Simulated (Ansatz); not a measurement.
**Fe (Im-3m): the volume from the results**

```yaml
crystal:
  lattice:
    - [-1.44300, 1.44300, 1.44300]
    - [1.44300, -1.44300, 1.44300]
    - [1.44300, 1.44300, -1.44300]
  atoms:
    - { symbol: Fe, position: [0.00000, 0.00000, 0.00000] }
```

The reference geometry is a structure as deposited in COD (the entry's cell lengths or inner coordinates differ somewhat from later room-temperature determinations); nothing is relaxed.

Functional, mesh and filling: r²SCAN, 14×14×14 k mesh, Fermi–Dirac smearing of 0.05 eV. PAW means Ansatz 0.2.0 on its default frozen-core files. Site moments are integrated in spheres about the atoms. Start moments (μB): Fe 3.

The cell is scaled evenly, and every run starts from the same moments. Some of the runs:

| V/V₀ | cell moment (μB) | largest site moment (μB) | F − F(V₀) (meV/atom) |
| --- | --- | --- | --- |
| 0.72 | 2.08 | 2.15 | 705 |
| 0.85 | 2.26 | 2.37 | 131 |
| 0.9 | 2.53 | 2.66 | 42 |

Q: Another run of the series gave cell moment (μB) = 2.86, largest site moment (μB) = 3.04, F − F(V₀) (meV/atom) = 181. At which V/V₀ was it made?
A. 1.05
B. 1.18
C. 0.8
D. 1.1
E. 0.95

A: B. V/V₀ = 1.18.

Q: Another run of the series gave cell moment (μB) = 2.16, largest site moment (μB) = 2.25, F − F(V₀) (meV/atom) = 267. At which V/V₀ was it made?
A. 1.18
B. 1.05
C. 1.1
D. 0.95
E. 0.8

A: E. V/V₀ = 0.8.

The whole series:

| V/V₀ | cell moment (μB) | largest site moment (μB) | F − F(V₀) (meV/atom) |
| --- | --- | --- | --- |
| 0.72 | 2.08 | 2.15 | 705 |
| 0.8 | 2.16 | 2.25 | 267 |
| 0.85 | 2.26 | 2.37 | 131 |
| 0.9 | 2.53 | 2.66 | 42 |
| 0.95 | 2.58 | 2.73 | 2 |
| 1 | 2.69 | 2.84 | 0 |
| 1.05 | 2.75 | 2.92 | 24 |
| 1.1 | 2.80 | 2.97 | 72 |
| 1.18 | 2.86 | 3.04 | 181 |

The PAW files were made with PBE; the program remakes their cores once for the run's functional and then keeps them frozen. Under strong compression frozen cores are worth checking against an all-electron run. In at least one run the program's final test of stability wasn't made or came to no verdict. r²SCAN is known to give itinerant transition metals moments and polarisation energies that are too large. The magnetic state is the one that this cell and start allow. It needn't be the compound's measured order, which may need a larger cell or be absent.
